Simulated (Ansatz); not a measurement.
Calculated quadrupolar parameters for Na4MgAlP3O12

The cell is a Materials Project structure (computed, not necessarily an observed phase), atoms as given.

Space group R3c:H (No. 161); a = 8.8114, c = 21.5444 Å, γ = 120.00°.

| site | Wyckoff | site symmetry | x | y | z |
| --- | --- | --- | --- | --- | --- |
| Na1 | 18b | 1 | 0.3037 | 0.3389 | 0.5825 |
| Na7 | 6a | 3. | 0.0000 | 0.0000 | 0.4984 |
| Mg | 6a | 3. | 0.0000 | 0.0000 | 0.3506 |
| Al | 6a | 3. | 0.0000 | 0.0000 | 0.6502 |
| P | 18b | 1 | 0.9570 | 0.3288 | 0.5839 |
| O19 | 18b | 1 | 0.2127 | 0.0307 | 0.3081 |
| O25 | 18b | 1 | 0.7924 | 0.9621 | 0.6925 |
| O31 | 18b | 1 | 0.0146 | 0.8236 | 0.4108 |
| O37 | 18b | 1 | 0.9718 | 0.1583 | 0.5892 |

One atom of each set is listed; the run and its k-mesh use a cell of 42 atoms with edges of 8.80, 8.80, 8.80 Å.

All values are calculated (Ansatz; DFT, PBE, plane waves and PAW, scalar-relativistic, 420 eV cutoff, Γ-centred 3×3×3 k-points, Fermi–Dirac smearing 0.02 eV), not measured.

V_zz is the principal component of the electric field gradient with the largest magnitude, η = (V_xx − V_yy)/V_zz and C_Q = eQV_zz/h.

²³Na: I = 3/2, Q = 104.0 mb; 25Mg: I = 5/2, Q = 199.4 mb; Al-27: I = 5/2, Q = 146.6 mb; 17O: I = 5/2, Q = -25.58 mb. Quadrupole moments are those of Pyykkö's year-2017 table.

Problem. What field gradients does the calculation give at each kind of site?

Solution. 

```tsv
site	atoms	first shell	V_zz (10²¹ V/m²)	η	C_Q (MHz)
Na1	6	8 O at 2.39–2.84 Å	-1.19	0.41	-2.98
Na7	2	6 O at 2.49 Å	-1.33	0.00	-3.34
Mg	2	6 O at 1.98–2.08 Å	0.80	0.00	3.83
Al	2	6 O at 1.92–2.02 Å	0.52	0.00	1.86
P	6	4 O at 1.52–1.58 Å	-1.84	0.89	–
O19	6	1 P at 1.52 Å, 1 Mg at 1.98 Å, angle 147°; also 3 Na at 2.54–3.30 Å	8.25	0.17	-5.11
O25	6	1 P at 1.57 Å, 1 Al at 1.92 Å, angle 149°; also 3 Na at 2.64–3.29 Å	10.84	0.07	-6.71
O31	6	1 P at 1.54 Å, 1 Mg at 2.08 Å, angle 146°; also 3 Na at 2.39–2.49 Å	9.24	0.22	-5.72
O37	6	1 P at 1.58 Å, 1 Al at 2.02 Å, angle 143°; also 3 Na at 2.40–2.54 Å	10.40	0.15	-6.43
```

An axis of threefold or higher order runs through Na7, Mg and Al, so V_zz lies along it and η is zero. At O19, O31 and O37 V_zz points along the shorter of its two bonds, to P (within 8°) in each case. At O25 V_zz runs parallel to the line that joins its two neighbours (within 8°).

P has no stable isotope with a ground-state quadrupole moment in the table, so no C_Q is given.

The largest force is 0.3 eV/Å, so the atoms aren't at the calculated equilibrium and relaxing them would move these values.

The run took 55 s of wall time (55 s of CPU time) and 1.1 GiB at its peak, on 1 thread of Intel Xeon 6975P-C (Granite Rapids) (x86_64; 48 cores open to the job, memory cap 2.5 GiB, no GPU), a shared host with a load of 0.5 a core.
